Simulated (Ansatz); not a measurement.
**Y2C under pressure**

All numbers below come from Ansatz, DFT LDA, scalar-relativistic, plane waves, PAW. Settings: 420 eV plane-wave cutoff, Γ-centred 12×12×12 mesh, Fermi-Dirac smearing of 0.15 eV. No spin polarisation. Phonons by linear response, acoustic sum rule imposed.

Relaxed structure:
```cif
data_structure
_symmetry_space_group_name_H-M 'R-3m:H'
_symmetry_Int_Tables_number 166
_cell_length_a 3.5315
_cell_length_b 3.5315
_cell_length_c 18.0594
_cell_angle_alpha 90.000
_cell_angle_beta 90.000
_cell_angle_gamma 120.000
_cell_volume 195.05
loop_
_atom_site_label
_atom_site_type_symbol
_atom_site_symmetry_multiplicity
_atom_site_Wyckoff_symbol
_atom_site_fract_x
_atom_site_fract_y
_atom_site_fract_z
_atom_site_occupancy
Y1 Y 6 c 0.33333 0.66667 0.92669 1
C1 C 3 a 0.00000 0.00000 0.00000 1
```

In a metal, frequencies and elastic constants depend on the k mesh and the smearing, soft modes and shear constants most.

Task: The cell is relaxed again at 3 and 10 GPa. How do volume, gap and optical modes at Γ (cm⁻¹, counted from the lowest optical one; a degenerate one stands once) change?

Result:
```
          0 GPa  3 GPa  10 GPa
    V/V0  1.000  0.957   0.882
gap (eV)   0.00   0.00    0.00
  mode 1    140    144     151
  mode 3    229    238     254
  mode 4    366    378     407
  mode 6    412    426     451
```